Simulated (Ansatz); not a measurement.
**HfSb3Pb2: start and end of a relaxation**

The guess for HfSb3Pb2 was made by a generator: NaCu3Te2 type (R-3m) distorted into a subgroup (C2/m, No. 12) (largest shift (Å) 0.39). Its size is a rough estimate.

start.cif

```cif
data_structure
_symmetry_space_group_name_H-M 'P 1'
_symmetry_Int_Tables_number 1
_cell_length_a 4.5829
_cell_length_b 4.5829
_cell_length_c 9.1273
_cell_angle_alpha 103.310
_cell_angle_beta 103.310
_cell_angle_gamma 63.778
_cell_volume 165.53
loop_
_atom_site_label
_atom_site_type_symbol
_atom_site_fract_x
_atom_site_fract_y
_atom_site_fract_z
_atom_site_occupancy
Hf1 Hf 0.50000 0.50000 0.50000 1
Sb1 Sb 0.00000 0.00000 0.00000 1
Sb2 Sb 0.39200 0.39200 0.07240 1
Sb3 Sb 0.60800 0.60800 0.92760 1
Pb1 Pb 0.76802 0.76802 0.28210 1
Pb2 Pb 0.23198 0.23198 0.71790 1
```

The calculation used Ansatz 0.2.0, DFT PBE, scalar-relativistic, plane waves, PAW. Cutoff 420 eV, Gaussian smearing, Γ-centred meshes. Cell and atoms relax first on a coarse mesh and then on a finer one. In between, the cell is made exact in the group found at 0.06 Å. In metals the finer mesh still leaves noise of several meV/atom or more. The steps can't lower the symmetry of their start. No spin polarisation.

end.cif

```cif
data_structure
_symmetry_space_group_name_H-M 'P 1'
_symmetry_Int_Tables_number 1
_cell_length_a 9.4853
_cell_length_b 9.4853
_cell_length_c 9.4853
_cell_angle_alpha 29.480
_cell_angle_beta 29.480
_cell_angle_gamma 29.480
_cell_volume 182.93
loop_
_atom_site_label
_atom_site_type_symbol
_atom_site_fract_x
_atom_site_fract_y
_atom_site_fract_z
_atom_site_occupancy
Hf1 Hf 0.50000 0.50000 0.50000 1
Sb1 Sb 0.00000 0.00000 0.00000 1
Sb2 Sb 0.38984 0.38984 0.38984 1
Sb3 Sb 0.61016 0.61016 0.61016 1
Pb1 Pb 0.78987 0.78987 0.78987 1
Pb2 Pb 0.21013 0.21013 0.21013 1
```

The symmetry goes from C2/m (No. 12) to R-3m (No. 166). The volume per atom grows by 10.5 %, from 27.6 to 30.5 Å³. The shortest distance goes from 2.40 Å (Sb–Sb) to 3.00 Å (Hf–Sb). The energy falls by about 1.1 eV/atom (the start's value is from the coarse mesh). The end is written in a standard setting, so origin, axes and order of atoms can differ from the start's.

For HfSb3Pb2, the volume per atom is 30.49 Å³, the density is 8.70 g/cm³ and the formation energy is +0.15 eV/atom. The gap on the 10×10×4 mesh of the 6-atom cell is 0 eV (a metal).

Formation energies are uncorrected and refer to the elements' standard structures at the same level. A positive value: parting into the elements would lower its energy.

The last run used Gaussian smearing of 0.10 eV. The end has C2/m (No. 12) at a tolerance of 0.01 Å; the cell shown is made exact in the group found at 0.05 Å. These runs have no spin–orbit coupling, which can matter for Hf, Pb and Sb. A structure relaxed within its symmetry needn't be a true minimum. In all, the 3 runs took 21 min on 1 thread of Intel(R) Xeon(R) Processor @ 2.50GHz (Skylake/Cascade Lake), with other jobs on the host.
